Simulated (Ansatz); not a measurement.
Level of theory: Ansatz 0.2.0, DFT PBE, scalar-relativistic, plane waves, PAW. All cells share a 420 eV cutoff and Γ-centred k meshes spaced about 0.3 Å⁻¹ or finer (0.25 for metals, 2π included). No spin polarisation.

Temperature and zero-point effects are left out.

Compare these two cells of SiB2, each relaxed at this level.

1.

```
CELL_PARAMETERS angstrom
2.95768 0.00000 0.00000
0.00000 4.76682 0.00000
0.00000 0.00000 3.73651
ATOMIC_POSITIONS crystal
Si 0.50000 0.50000 0.13211
Si 0.00000 0.00000 0.86789
B 0.50000 0.69716 0.61477
B 0.50000 0.30284 0.61477
B 0.00000 0.19716 0.38523
B 0.00000 0.80284 0.38523
```

2.

```
CELL_PARAMETERS angstrom
2.90985 0.00000 0.00000
-1.45493 2.52001 0.00000
0.00000 0.00000 3.49336
ATOMIC_POSITIONS crystal
Si 0.00000 0.00000 0.00000
B 0.33333 0.66667 0.57652
B 0.66667 0.33333 0.42348
```

Task: Which form is favoured at zero pressure, and by what margin per atom?

Result: Cell 2 is lower, by 10 meV/atom. Cell 1 has space group Pmmn (No. 59), 8.8 Å³/atom and no gap on its mesh; cell 2 has space group P-3m1 (No. 164), 8.5 Å³/atom and no gap. Counting B atoms around Si (those within 1.25 times the shortest such distance or 1.15 times the sum of covalent radii; a plus sign parts nearer from farther groups), cell 1 has Si 8 and cell 2 has Si 6+6. Cell 1 and cell 2 both hold B–B nets. Even the lower one lies +0.46 eV/atom against the reference forms of the elements (uncorrected), so neither is stable at this level. Both come from trial cells of a structure search, whose lowest cell (Cm, 11.1 Å³/atom) lies 91 meV/atom below the lower of the two.

For metals, differences of a few meV/atom aren't resolved. Cells relaxed within their symmetry can be saddle points. Some structure types and database cells were kept out of the candidates from the start, so a known form may be missing.
